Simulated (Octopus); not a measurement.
MgS (Fm-3m, No. 225), cubic lattice constant 5.209 Å. The cell is a database entry, not relaxed again.

All numbers are Octopus results at the level LDA (grid spacing about 0.15 Å, Γ-centred 6×6×6 k-mesh, Fermi-Dirac smearing of 0.01 eV, no spin polarisation; PseudoDojo 0.4 LDA potentials), not measurements. The cell is scaled uniformly. Energies of the lowest empty band count from each cell's highest valence level among the special points, at Γ; they are Kohn-Sham values at fixed points of the zone.

| a (Å) | ln(V/V₀) | Γ (eV) | X (eV) | L (eV) |
|---|---|---|---|---|
| 4.974 | -0.1381 | 4.630 | 2.840 | 4.550 |
| 5.026 | -0.1069 | 4.346 | 2.780 | 4.510 |
| 5.079 | -0.0760 | 4.076 | 2.718 | 4.469 |
| 5.131 | -0.0453 | 3.820 | 2.657 | 4.426 |
| 5.183 | -0.0150 | 3.576 | 2.595 | 4.383 |
| 5.209 | 0.0000 | ? | ? | ? |
| 5.261 | 0.0299 | 3.233 | 2.502 | 4.316 |

V₀ is the volume of the database cell.

Problem. Fit each column by a quadratic in ln V through the rows shown. Give the volume deformation potentials dE/d ln V at the withheld row, and predict that row.

Solution. Fits: Γ: 3.459 −7.72 x +5.4 x²; X: 2.564 −2.08 x −0.6 x²; L: 4.361 −1.49 x −0.8 x², with x = ln(V/V₀). At x = 0.0000 the slopes are −7.7 eV (Γ), −2.1 eV (X), −1.5 eV (L). Predicted against computed: 3.459 against 3.459 eV, 2.564 against 2.564 eV, 4.361 against 4.361 eV.

The lowest of these levels is that at X in all rows.
